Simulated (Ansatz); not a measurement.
Here is the system:

H$_{4}$BrN:
```cif
data_H8Br2N2
_chemical_formula_sum 'H8 Br2 N2'
_space_group_name_H-M_alt 'P4/nmm :1'
_space_group_IT_number 129
_space_group_name_Hall 'P 4ab 2ab -1ab'
_cell_length_a 5.69247
_cell_length_b 5.69247
_cell_length_c 4.05434
_cell_angle_alpha 90.000
_cell_angle_beta 90.000
_cell_angle_gamma 90.000
loop_
_space_group_symop_operation_xyz
  'x, y, z'
  '-y+1/2, x+1/2, z'
  '-x, -y, z'
  'y+1/2, -x+1/2, z'
  'x+1/2, -y+1/2, -z'
  '-y, -x, -z'
  '-x+1/2, y+1/2, -z'
  'y, x, -z'
  '-x+1/2, -y+1/2, -z'
  'y, -x, -z'
  'x+1/2, y+1/2, -z'
  '-y, x, -z'
  '-x, y, z'
  'y+1/2, x+1/2, z'
  'x, -y, z'
  '-y+1/2, -x+1/2, z'
loop_
_atom_site_label
_atom_site_type_symbol
_atom_site_symmetry_multiplicity
_atom_site_Wyckoff_symbol
_atom_site_fract_x
_atom_site_fract_y
_atom_site_fract_z
_atom_site_occupancy
H1 H 8 i 0.14816 0.00000 0.14662 1
Br1 Br 2 c 0.50000 0.00000 0.46868 1
N1 N 2 a 0.00000 0.00000 0.00000 1
```

This is the r²SCAN+D4-relaxed structure.

### Question
All from r²SCAN+D4 (plane waves, PAW; program Ansatz), unless another level is named. Estimate the hole effective mass with spin–orbit coupling.

### Answer
0.69, 2.2, 2.3 mₑ (principal values).

### Question
Predict the electron effective mass with spin–orbit coupling.

### Answer
0.34, 0.34, 0.36 mₑ (principal values).

### Question
Give the formation energy from the elements (no fitted shifts).

### Answer
-0.58 eV/atom.

### Question
And the weight of the valence-edge state by species (Voronoi cells)?

### Answer
Br 85 %, H 15 %.

The first step of the workflow began from a Materials Project structure, measured or hypothetical; the Crystallography Open Database files this formula in space group No. 129, but the cells were not matched. Its standing as an ambient phase is unchecked. The cell was relaxed with r²SCAN+D4 under the symmetry of its start; phonons on a q-mesh show no instability. The references are the lowest solids computed at this level, not always the standard phases (solids in place of the gases). Spin–orbit coupling is left out wherever it is not named.

Potentials: the later of the program's two PAW sets.

Edges and masses are those of Kohn–Sham bands, whose gap is no quasiparticle gap.
